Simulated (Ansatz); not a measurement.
Zn₂SeS:
```yaml
crystal:
  lattice:
    - [3.88561, 0.00000, 0.00000]
    - [0.00000, 3.88561, 0.00000]
    - [0.00000, 0.00000, 5.49308]
  atoms:
    - { symbol: Zn, position: [0.50000, 0.00000, 0.76332] }
    - { symbol: Zn, position: [0.00000, 0.50000, 0.23668] }
    - { symbol: Se, position: [0.00000, 0.00000, 0.50000] }
    - { symbol: S, position: [0.50000, 0.50000, 0.00000] }
```

DFT-PBEsol in the program Ansatz with PAW potentials gives a gap of 1.55 eV without spin–orbit coupling, maximum at Γ, minimum at Γ.

Question: What happens when spin–orbit coupling is switched on?

Answer: The gap falls by 0.08 eV, to 1.47 eV; maximum at Γ, minimum at Γ.

Question: Give the electron effective mass with spin–orbit coupling.

Answer: 0.13 mₑ (isotropic).

Question: Give the hole effective mass with spin–orbit coupling.

Answer: 0.21, 0.21, 0.63 mₑ (principal values).

Space group P-4m2. The first step of the workflow began from a Materials Project structure, measured or hypothetical; the Crystallography Open Database copy checked does not list it. Its standing as an ambient phase is unchecked. The cell was relaxed with PBEsol under the symmetry of its start; of distortions, only those at the zone centre were tested.

Potentials: the later of the program's two PAW sets.
